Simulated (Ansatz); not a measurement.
Theory: DFT PBE, scalar-relativistic, plane waves, PAW (Ansatz). Settings: cutoff 420 eV, Γ-centred meshes spaced at most about 0.3 Å⁻¹, and about 0.25 Å⁻¹ or finer for metals (2π included), Gaussian smearing. No spin polarisation in the final relaxations.

These are static total energies at zero pressure.

Two relaxed structures of Hf3AlN4:

A.

```yaml
crystal:
  lattice:
    - [3.17110, 0.00000, 0.00000]
    - [0.00000, 3.17110, 0.00000]
    - [0.00000, 0.00000, 8.87439]
  atoms:
    - { symbol: Hf, position: [0.00000, 0.00000, 0.74993] }
    - { symbol: Hf, position: [0.50000, 0.50000, 0.00000] }
    - { symbol: Hf, position: [0.00000, 0.00000, 0.25007] }
    - { symbol: Al, position: [0.50000, 0.50000, 0.50000] }
    - { symbol: N, position: [0.00000, 0.00000, 0.00000] }
    - { symbol: N, position: [0.50000, 0.50000, 0.27261] }
    - { symbol: N, position: [0.00000, 0.00000, 0.50000] }
    - { symbol: N, position: [0.50000, 0.50000, 0.72739] }
```

B.

```yaml
crystal:
  lattice:
    - [4.49842, 0.00000, 0.00000]
    - [0.00000, 4.49842, 0.00000]
    - [0.00000, 0.00000, 4.49842]
  atoms:
    - { symbol: Hf, position: [0.00000, 0.00000, 0.50000] }
    - { symbol: Hf, position: [0.50000, 0.00000, 0.00000] }
    - { symbol: Hf, position: [0.00000, 0.50000, 0.00000] }
    - { symbol: Al, position: [0.50000, 0.50000, 0.50000] }
    - { symbol: N, position: [0.50000, 0.50000, 0.00000] }
    - { symbol: N, position: [0.00000, 0.50000, 0.50000] }
    - { symbol: N, position: [0.50000, 0.00000, 0.50000] }
    - { symbol: N, position: [0.00000, 0.00000, 0.00000] }
```

Question: Which arrangement of the elements on these sites is preferred, and by what margin?

Answer: A is lower, by 84 meV/atom. The two share one framework of sites and differ in which element sits where. A has Hf and Al ordered on rock salt sites, space group P4/mmm (No. 123), 11.2 Å³/atom and no gap on its mesh; B has Hf and Al ordered on rock salt sites, space group Pm-3m (No. 221), 11.4 Å³/atom and no gap. Counting N atoms around Al and Hf (those within 1.25 times the shortest such distance or 1.15 times the sum of covalent radii; a plus sign parts nearer from farther groups), A has Hf 6, Al 2+4 and B has Hf 6, Al 6. Both come from invented guesses.

These runs have no spin–orbit coupling, which can matter for Hf. Cells relaxed within their symmetry can be saddle points.
